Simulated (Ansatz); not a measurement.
**In₃SbAs₂: rattling a relaxed structure**

The cell was found from a structure generator's guess, not taken from experiment.

These are results of DFT PBE, scalar-relativistic, plane waves, PAW in Ansatz, not measurements. Settings: cutoff 420 eV, Γ-centred mesh 12×12×2 on the computed 12-atom cell, Gaussian smearing of 0.10 eV; no spin polarisation.

The cell below (12 atoms, space group P6_3mc (No. 186)) is relaxed within its symmetry.

```
In Sb As
1.0
     4.47208    0.00000    0.00000
    -2.23604    3.87293    0.00000
     0.00000    0.00000   22.06211
In Sb As
6 2 4
Direct
  0.66667 0.33333 0.16056
  0.66667 0.33333 0.50005
  0.66667 0.33333 0.84017
  0.33333 0.66667 0.00005
  0.33333 0.66667 0.34017
  0.33333 0.66667 0.66056
  0.66667 0.33333 0.29079
  0.33333 0.66667 0.79079
  0.66667 0.33333 0.62220
  0.66667 0.33333 0.96172
  0.33333 0.66667 0.12220
  0.33333 0.66667 0.46172
```

For the test it was strained at random (σ = 1.5 % a component), the atoms were moved at random (σ = 0.10 Å), and all was relaxed again on a coarse 6×6×1 mesh (in the run’s order of axes) with 0.20 eV smearing, with no symmetry imposed.

These runs have no spin–orbit coupling, which can matter for Sb.

Problem. Does it come back?

Solution. It returns, within 1 meV/atom of the unmoved cell on that mesh and with the same symmetry when read at 0.1 Å. So it is stable against the distortions that fit this cell and that this random move excites. Modes that don't fit the cell aren't tested.
